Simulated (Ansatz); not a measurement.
Eigenvalues along a path: SrTl

```yaml
crystal:
  lattice:
    - [3.51940, 0.00000, 0.00000]
    - [0.00000, 3.51940, 0.00000]
    - [0.00000, 0.00000, 3.51940]
  atoms:
    - { symbol: Sr, position: [0.00000, 0.00000, 0.00000] }
    - { symbol: Tl, position: [0.50000, 0.50000, 0.50000] }
```

The base volume is that of a database entry, so it needn't be at zero pressure; the structure needn't be the stable phase, at rest or compressed.

All numbers are LDA results (scalar-relativistic) from Ansatz 0.2.0, with a Γ-centred 9×9×9 k mesh, Fermi–Dirac smearing of 0.05 eV, no spin polarisation. Methods: LAPW: all electrons, basis error target 1 meV/atom.

This run: volume at 0.65 of the series' base cell.

Spin–orbit coupling is left out, which matters for the heavy atoms.

Path points, in fractions of the reciprocal vectors: Γ (0.000, 0.000, 0.000), X (0.000, 0.500, 0.000), M (0.500, 0.500, 0.000), R (0.500, 0.500, 0.500). The distance column jumps between branches of the path. Levels in eV from the Fermi level; bands 22 to 36, counted from the lowest band of the run. The gap is zero, the pressure 27.9 GPa.

```
# k(1/Å) point b22 b23 b24 b25 b26 b27 b28 b29 b30 b31 b32 b33 b34 b35 b36
0.000 Γ -17.08 -17.08 -17.08 -12.36 -12.36 -11.90 -11.90 -11.90 -9.68 0.88 0.88 4.24 4.24 4.24 6.52
0.149 - -17.16 -17.08 -17.08 -12.36 -12.33 -11.90 -11.90 -11.90 -9.54 0.77 0.89 3.87 3.87 3.95 6.49
0.298 - -17.36 -17.08 -17.08 -12.34 -12.22 -11.90 -11.89 -11.89 -9.15 0.19 0.89 3.17 3.17 3.78 6.43
0.446 - -17.62 -17.08 -17.08 -12.33 -12.09 -11.89 -11.88 -11.88 -8.54 -0.95 0.90 2.48 2.48 4.34 6.35
0.595 - -17.86 -17.08 -17.08 -12.31 -11.95 -11.88 -11.86 -11.86 -7.80 -2.26 0.90 1.94 1.94 5.44 6.27
0.744 - -18.03 -17.08 -17.08 -12.29 -11.87 -11.85 -11.85 -11.85 -7.02 -3.44 0.91 1.59 1.59 6.21 6.85
0.893 X -18.09 -17.08 -17.08 -12.29 -11.87 -11.85 -11.85 -11.81 -6.59 -4.01 0.91 1.48 1.48 6.19 7.89
1.041 - -18.07 -17.13 -17.07 -12.27 -11.88 -11.88 -11.87 -11.80 -6.61 -3.84 1.03 1.32 1.60 6.03 7.88
1.190 - -18.01 -17.26 -17.04 -12.22 -11.97 -11.93 -11.91 -11.78 -6.68 -3.36 0.92 1.36 1.95 5.65 7.76
1.339 - -17.94 -17.44 -17.00 -12.18 -12.07 -11.98 -11.97 -11.73 -6.76 -2.66 0.39 1.74 2.52 5.23 7.38
1.488 - -17.86 -17.61 -16.96 -12.17 -12.16 -12.03 -12.03 -11.66 -6.81 -1.84 -0.12 1.88 3.26 4.87 7.26
1.637 - -17.80 -17.73 -16.93 -12.23 -12.17 -12.07 -12.07 -11.60 -6.84 -1.05 -0.50 1.60 4.08 4.65 7.18
1.785 M -17.77 -17.77 -16.91 -12.26 -12.17 -12.09 -12.09 -11.57 -6.85 -0.64 -0.64 1.33 4.57 4.57 6.57
1.996 - -17.77 -17.73 -16.94 -12.22 -12.16 -12.08 -12.04 -11.62 -6.86 -1.17 -0.54 1.79 3.82 4.65 7.41
2.206 - -17.73 -17.62 -16.99 -12.18 -12.10 -12.04 -11.94 -11.76 -7.07 -1.59 -0.26 2.11 2.97 4.88 6.46
2.416 - -17.61 -17.45 -17.04 -12.21 -12.00 -11.99 -11.95 -11.86 -7.76 -1.06 0.10 1.98 2.63 5.27 5.62
2.627 - -17.40 -17.28 -17.07 -12.28 -12.15 -11.95 -11.92 -11.85 -8.67 0.14 0.47 1.96 2.90 4.94 5.77
2.837 - -17.18 -17.14 -17.08 -12.34 -12.31 -11.92 -11.90 -11.88 -9.41 0.77 0.82 3.04 3.64 4.44 6.28
3.048 Γ -17.08 -17.08 -17.08 -12.36 -12.36 -11.90 -11.90 -11.90 -9.68 0.88 0.88 4.24 4.24 4.24 6.52
3.305 - -17.20 -17.14 -17.14 -12.30 -12.30 -11.91 -11.91 -11.88 -9.27 0.78 0.78 2.50 3.96 3.96 6.80
3.563 - -17.39 -17.27 -17.27 -12.15 -12.15 -11.92 -11.92 -11.92 -8.29 0.46 0.46 0.87 3.25 3.25 7.41
3.821 - -17.51 -17.45 -17.45 -12.06 -11.99 -11.99 -11.89 -11.89 -7.28 -0.38 -0.38 0.67 3.26 3.26 6.51
4.078 - -17.62 -17.62 -17.60 -12.10 -11.91 -11.91 -11.76 -11.76 -6.43 -1.55 -1.55 0.88 4.27 4.27 4.77
4.336 - -17.74 -17.74 -17.72 -11.95 -11.85 -11.85 -11.62 -11.62 -5.39 -2.47 -2.47 -1.06 5.76 5.80 5.80
4.594 R -17.79 -17.79 -17.79 -11.83 -11.83 -11.83 -11.56 -11.56 -4.28 -2.81 -2.81 -2.81 7.00 7.00 7.00
4.804 - -17.79 -17.74 -17.73 -11.90 -11.87 -11.83 -11.62 -11.58 -5.15 -2.60 -2.58 -1.48 5.86 5.88 6.69
5.015 - -17.80 -17.62 -17.57 -12.06 -11.95 -11.84 -11.77 -11.63 -6.03 -2.18 -1.93 0.68 4.34 4.42 5.94
5.225 - -17.86 -17.45 -17.37 -12.15 -11.99 -11.96 -11.85 -11.69 -6.52 -2.19 -0.98 2.62 2.97 3.97 5.49
5.435 - -17.96 -17.27 -17.21 -12.13 -12.09 -11.97 -11.85 -11.75 -6.67 -2.89 0.11 1.87 2.58 4.76 7.10
5.646 - -18.05 -17.13 -17.11 -12.25 -11.94 -11.90 -11.85 -11.80 -6.63 -3.68 1.07 1.16 1.81 5.81 7.90
5.856 X -18.09 -17.08 -17.08 -12.29 -11.87 -11.85 -11.85 -11.81 -6.59 -4.01 0.91 1.48 1.48 6.19 7.89
7.119 R -17.79 -17.79 -17.79 -11.83 -11.83 -11.83 -11.56 -11.56 -4.28 -2.81 -2.81 -2.81 7.00 7.00 7.00
7.267 - -17.79 -17.79 -17.74 -11.85 -11.85 -11.85 -11.60 -11.56 -4.83 -2.70 -2.70 -2.03 5.95 6.84 6.84
7.416 - -17.78 -17.78 -17.59 -11.92 -11.90 -11.90 -11.71 -11.56 -5.58 -2.37 -2.37 -0.60 4.47 6.41 6.41
7.565 - -17.78 -17.78 -17.38 -12.02 -11.96 -11.96 -11.86 -11.57 -6.16 -1.88 -1.88 1.08 3.16 5.85 5.85
7.714 - -17.78 -17.78 -17.15 -12.13 -12.03 -12.03 -12.02 -11.57 -6.55 -1.32 -1.32 2.17 2.93 5.25 5.25
7.862 - -17.77 -17.77 -16.98 -12.22 -12.13 -12.07 -12.07 -11.57 -6.77 -0.84 -0.84 1.54 4.77 4.77 4.88
8.011 M -17.77 -17.77 -16.91 -12.26 -12.17 -12.09 -12.09 -11.57 -6.85 -0.64 -0.64 1.33 4.57 4.57 6.57
```
